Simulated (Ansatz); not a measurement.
CdSe (rock salt, Fm-3m) at seven volumes, the program Ansatz at the PBEsol level (PAW), scaled uniformly. One row is withheld.

| V (Å³/atom) | P (GPa) |
|---|---|
| 20.273 | ? |
| 20.942 | 5.11 |
| 21.610 | 2.34 |
| 22.278 | 0.00 |
| 22.947 | -1.96 |
| 23.615 | -3.60 |
| 24.283 | -4.98 |

Task: Fit the shown pressures and predict the withheld one.

Result: P = (3/2)B₀(x^(7/2) − x^(5/2))[1 + (3/4)(B′ − 4)(x − 1)] with x = (V₀/V)^(2/3). Least squares on the six rows gives V₀ = 22.279 Å³/atom, B₀ = 71.1 GPa, B′ = 4.83. At V = 20.273, x = 1.0649 and P = 8.43 GPa. The run itself gave 8.42 GPa.

This is a known high-pressure phase of the composition, computed here at zero pressure and temperature. The cell was relaxed with PBEsol under the symmetry of its start; of distortions, only those at the zone centre were tested.

Potentials: the later of the program's two PAW sets.
